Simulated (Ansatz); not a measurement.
# Two inputs for Cl

Cell: a COD entry, ions relaxed with PBE at fixed cell.

```yaml
crystal:
  lattice:
    - [3.12000, -2.24000, 0.00000]
    - [3.12000, 2.24000, 0.00000]
    - [0.00000, 0.00000, 8.26000]
  atoms:
    - { symbol: Cl, position: [0.11332, 0.88668, 0.10567] }
    - { symbol: Cl, position: [0.61332, 0.38668, 0.39433] }
    - { symbol: Cl, position: [0.88668, 0.11332, 0.89433] }
    - { symbol: Cl, position: [0.38668, 0.61332, 0.60567] }
```

Atom numbers follow the list; atoms alike are taken as one site, whose name carries the number of the first.

Reference run. Level of theory: DFT, PBE, plane waves and PAW, scalar-relativistic, 420 eV cutoff, Γ-centred 8×8×4 k-points, Fermi–Dirac smearing 0.05 eV (Ansatz 0.2.0).

Question: The input is changed as follows: `basis.ecutwfc`: not typed → 20 eV; `scf.max_iter`: not typed → 80. What happens to V_zz (10²¹ V/m²) and η?

Answer: 

```tsv
site	atom	V_zz reference	η reference	V_zz changed	η changed
Cl	1	54.7	0.06	3.31	0.58
```

The largest change of V_zz is on Cl, from 54.7 to 3.31. Where |V_zz| stays above 0.1, η moves most on Cl, from 0.06 to 0.58. At these positions, which the reference run relaxed to, the changed run has forces up to 75.7 eV/Å, so its atoms aren't at their own equilibrium. Its pressure is -296 GPa, against 1 GPa in the reference run. The gap closes in the changed run, so its gradients also hang on the k-mesh and the smearing. New warnings: cutoff below recommended. The changed input holds a cutoff far too low, so its numbers aren't properties of the crystal.
